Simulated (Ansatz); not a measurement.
Ti3O5 (space group C2/m)

```
Ti3O5
1.0
    4.81481    -1.92409     0.00000
    4.81481     1.92409     0.00000
   -0.17934     0.00000     9.17851
Ti O
6 10
Direct
  0.94315   0.94315   0.64108
  0.05685   0.05685   0.35892
  0.86622   0.86622   0.95541
  0.13378   0.13378   0.04459
  0.22241   0.22241   0.73847
  0.77759   0.77759   0.26153
  0.58627   0.58627   0.34021
  0.41373   0.41373   0.65979
  0.67034   0.67034   0.05389
  0.32966   0.32966   0.94611
  0.87101   0.87101   0.44267
  0.12899   0.12899   0.55733
  0.24415   0.24415   0.24430
  0.75585   0.75585   0.75570
  0.04209   0.04209   0.84737
  0.95791   0.95791   0.15263
```

The slice is a (001) plane (indices of the conventional cell) through the point (0.586, 0.586, 0.340) (fractional), spanned by u = [1 -1 0] and v = [110] in vectors of this cell: u (3.85 Å) and v (9.63 Å, at 90° to u). It covers one period; positions are fractions (u, v).

Calculation: PBEsol (plane waves to 420 eV, PAW, scalar-relativistic; Ansatz, a program for electronic structure). k mesh 11×11×4. Near the nuclei the fields are pseudised (PAW); where an atom keeps semicore shells as valence, they peak there. Ti3O5 is run without spin polarisation and with no Hubbard U. Ti3O5 was relaxed with its symmetry unable to fall.

Problem. Predict the map of the electron localisation function (ELF) on the slice.

Solution. 
```
|x@@-=#xx#=-@@|
|@@%.-#xx#-.%@|
|%%+ .+##+. +%|
|-:.  ....  .:|
|    .::::.   |
|   .-=++=-.  |
|    :----:   |
|:.  ......  .|
|*+:  :--:  :+|
|%#=  -++-  =#|
|%#+. :==: .+#|
|#*=.  ..  .=*|
|::..:=++=:..:|
|:. .*@@@@*. .|
|#*:.%@xx@%.:*|
|x**.%@xx@%.**|
|xx#:#@xx@#:#x|
|x#*.+@@@@+.*#|
|#*: :#%%#: :*|
|:.   :--:   .|
|:::.      .::|
|+==:      :==|
|---.      .--|
|...  .::.  ..|
|--. .-**-. .-|
|+=. :*##*: .=|
|=-. -#%%#- .-|
|..  :+##+:  .|
|++-...::...-+|
|@@%-  ..  -%@|
|x%@=.=##=.=@%|
|xx@=-#xx#-=@x|
```
Scale: ten equal steps from 0.01 (start of ' ') to 0.83 (end of '@'), in the order ' .:-=+*#%@'. Values: electron localisation function (ELF). The map has 13 points along u (one character each, u = 0 at the left) and 32 along v (v = 0 in the bottom row). Points within 0.4 Å of a nucleus are blanked (x), as the pseudised field means little there.
